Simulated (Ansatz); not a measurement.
C:
```
C
1.0
   -2.18397     2.18397     2.18397
    2.18397    -2.18397     2.18397
    2.18397     2.18397    -2.18397
C
6
Direct
  0.50000   0.75000   0.25000
  0.25000   0.50000   0.75000
  0.75000   0.50000   0.25000
  0.50000   0.25000   0.75000
  0.25000   0.75000   0.50000
  0.75000   0.25000   0.50000
```

Relaxed with r²SCAN. r²SCAN (plane waves, PAW; program Ansatz) gives a gap of 2.53 eV.

Question: What gap does HSE06 give on the same cell (Ansatz, PAW)?

Answer: 3.64 eV, 1.11 eV more. The hybrid was solved on a coarser mesh and at special points; its gap is the smallest among all of these.

| k | v1 r²SCAN | c1 r²SCAN | v1 HSE06 | c1 HSE06 |
|---|---|---|---|---|
| Γ | -4.67 | 5.31 | (withheld) | (withheld) |
| H | 0.00 | 4.37 | (withheld) | (withheld) |
| P | -4.05 | 7.04 | -4.08 | 8.18 |
| N | -1.60 | 5.11 | (withheld) | (withheld) |

Question: Top valence (v1) and lowest conduction level (c1) in eV from each method's valence maximum (which need not be a listed point): supply the withheld HSE06 values.

Answer: 
- Γ, v1 HSE06: -4.76
- Γ, c1 HSE06: 6.31
- H, v1 HSE06: 0.00
- H, c1 HSE06: 5.52
- N, v1 HSE06: -1.65
- N, c1 HSE06: 6.23

Cost on shared cores: the r²SCAN run (SCF on a 9×9×9 mesh, then bands and DOS) very roughly 30 core-seconds, the HSE06 run (SCF on 5×5×5, then a few points) roughly 60 core-seconds; the tasks are unlike.

Space group Im-3m. The start of the workflow was typed in or built on a structure type; neither database checked (COD, Materials Project) lists it. It is not the phase usual at ambient conditions (space group No. 194, 227). Symmetry was held in the r²SCAN relaxation; whether a distortion lowers the energy is not shown.

Potentials: the later of the program's two PAW sets.
